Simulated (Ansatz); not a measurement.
MgIn2O4:
```yaml
crystal:
  lattice:
    - [-3.11972, 3.17996, 4.42572]
    - [3.11972, -3.17996, 4.42572]
    - [3.11972, 3.17996, -4.42572]
  atoms:
    - { symbol: Mg, position: [0.50000, 0.50000, 0.50000] }
    - { symbol: Mg, position: [0.50000, 0.00000, 0.00000] }
    - { symbol: In, position: [0.88171, 0.13171, 0.75000] }
    - { symbol: In, position: [0.11829, 0.86829, 0.25000] }
    - { symbol: In, position: [0.00000, 0.50000, 0.50000] }
    - { symbol: In, position: [0.50000, 0.50000, 0.00000] }
    - { symbol: O, position: [0.26744, 0.74278, 0.52466] }
    - { symbol: O, position: [0.73256, 0.25722, 0.47534] }
    - { symbol: O, position: [0.71812, 0.74278, 0.97534] }
    - { symbol: O, position: [0.28188, 0.25722, 0.02466] }
    - { symbol: O, position: [0.26192, 0.27569, 0.51377] }
    - { symbol: O, position: [0.73808, 0.72431, 0.48623] }
    - { symbol: O, position: [0.26192, 0.74815, 0.98623] }
    - { symbol: O, position: [0.73808, 0.25185, 0.01377] }
```

Relaxed with PBEsol. Special points in fractions of this cell's reciprocal vectors: Γ (0.000, 0.000, 0.000); X (0.500, 0.500, -0.500); F2 (0.374, 0.626, -0.374); Σ0 (-0.374, 0.374, 0.374); Y0 (0.379, -0.379, 0.379); U0 (0.621, 0.379, -0.379); R (0.000, 0.500, 0.000); W (0.250, 0.250, 0.250); S (0.500, 0.000, 0.000); T (0.000, 0.000, 0.500).

Task: List the band energies nearest the valence-band maximum at these points for PBEsol in the plane-wave PAW code Ansatz.

Result: In eV from the valence-band maximum; about four levels below and three above (degenerate sets whole), none deeper than 8.9 eV; points with the same levels are listed once.

| k | below | above |
|---|---|---|
| Γ | -0.26 -0.21 -0.06 0.00 | 1.39 4.28 5.37 |
| X | -0.52 -0.49 -0.35 -0.19 | 4.26 4.64 5.96 |
| F2 | -0.62 -0.58 -0.46 -0.15 | 4.35 4.63 5.14 |
| Y0 | -0.58 -0.47 -0.38 -0.26 | 4.25 4.75 6.04 |
| R | -0.59 -0.40 -0.12 -0.09 | 3.82 3.85 5.82 |
| W | -0.68 -0.68 -0.26 -0.26 | 4.53 4.53 5.84 5.84 |
| S | -0.43 -0.30 -0.26 -0.14 | 3.72 4.11 5.92 |
| T | -0.72 -0.72 -0.10 -0.10 | 4.42 4.42 6.26 6.26 |

Space group Imma. The first step of the workflow began from a Materials Project structure, measured or hypothetical; the Crystallography Open Database copy checked does not list it. With Mg and In taken as one species the cell has the higher symmetry Fd-3m, so it may be an ordered model of a mixed-site phase. Whether it is the stable phase at ambient conditions was not checked. The PBEsol relaxation kept the symmetry of its start; whether a distortion lowers the energy is not shown. Spin–orbit coupling is left out wherever it is not named.

Potentials: the later of the program's two PAW sets.
